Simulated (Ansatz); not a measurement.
Values for one crystal, relaxed and computed with DFT-LDA in the program Ansatz with PAW potentials; other levels are named.

```yaml
volume_per_atom: 10.18 Å³
electronic_character: metallic (no gap)
hill_bulk_and_shear_moduli: 244 and 122 GPa
highest_zone_centre_frequency: 442 cm⁻¹
Density of states at the Fermi level: 0.67 states/eV per atom (mean over ±0.08 eV)
Young's modulus: 313 GPa
zone_centre_stability: no imaginary mode at Γ
```

Question: Which compound is it?
(A) Mg2Sn, P-62m (Mg on 3g, Mg on 1a, Sn on 2c)
(B) ScBi, rock salt
(C) Mg2Sn, Fddd (Mg on 16f, Sn on 8a)
(D) BeRh, CsCl type

Answer: D, BeRh, CsCl type

Space group Pm-3m (CsCl type). The workflow started from a Materials Project entry (that database holds measured and hypothetical structures alike); the Crystallography Open Database copy checked does not list it. With Be and Rh taken as one species the cell has the higher symmetry Im-3m, so it may be an ordered model of a mixed-site phase. Its standing as an ambient phase is unchecked. Symmetry was held in the LDA relaxation. No spin polarisation was allowed. As this level gives no gap, shear constants depend on the k-mesh and smearing (Fermi–Dirac, 0.1 eV here). As this level gives no gap, phonon frequencies hold no LO–TO term and depend on the k-mesh and smearing (Fermi–Dirac, 0.1 eV here). Scalar-relativistic: spin–orbit coupling is off unless named, which matters more the heavier the elements.

Potentials: the later of the program's two PAW sets.
